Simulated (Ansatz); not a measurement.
**Computed properties of La**

La:
```xyz
2
Lattice="3.8276 0.0000 0.0000 -1.9138 3.3148 0.0000 0.0000 0.0000 5.9835" Properties=species:S:1:pos:R:3 pbc="T T T"
La     0.0000     2.2099     1.4959
La     1.9138     1.1049     4.4876
```

Space group P6_3/mmc (No. 194), hcp (Mg type); conventional cell a = 3.8276 Å, b = 3.8276 Å, c = 5.9835 Å, α = 90.00°, β = 90.00°, γ = 120.00°.

Method: DFT-r²SCAN in the program Ansatz with PAW potentials. Geometry: relaxed at this level of theory. Other levels are named where they apply.

### Cell and energy

Volume per atom: 37.96 Å³
Density: 6.08 g/cm³

### Electronic structure

- Electronic character: metallic (no gap)
- Density of states at the Fermi level: 1.6 states/eV per atom (mean over ±0.08 eV)
- Gap with spin–orbit coupling: none (metallic)

### Mechanics

- Bulk modulus (Birch–Murnaghan fit) = 24.5 GPa
- Pressure derivative B′ = 1.7
- Elastic constants (relaxed ions, GPa) = C11 = 39.1, C12 = 14.8, C13 = 15.8, C33 = 45.5, C44 = 7.8
- Mechanical stability = stable (all eigenvalues of C positive)
- Hill bulk and shear moduli = 24.0 and 10.4 GPa
- Young's modulus = 27.2 GPa
- Poisson's ratio = 0.31
- Debye temperature from the elastic constants = 130 K

### Phonons

Highest zone-centre frequency: 68 cm⁻¹
Zone-centre stability: no imaginary mode at Γ

The workflow started from an entry of the Crystallography Open Database (COD). Its sites differ from those of the usual phase in this space group: another stacking or structure type. The r²SCAN relaxation kept the symmetry of its start. As this level gives no gap, shear constants depend on the k-mesh and smearing (Fermi–Dirac, 0.1 eV here). As this level gives no gap, phonon frequencies hold no LO–TO term and depend on the k-mesh and smearing (Fermi–Dirac, 0.1 eV here). Axis ratios of metals converge slowly with the k-mesh, so a and c are less sure than the volume. On the denser mesh and wider smearing of the elastic run this cell carries a stress of 0.3 GPa. Spin–orbit coupling is left out wherever it is not named.

Potentials: the earlier of the program's two PAW sets. The files were generated under PBE; for other functionals the program regenerates the frozen cores, and for LDA and PBEsol the local potential too.
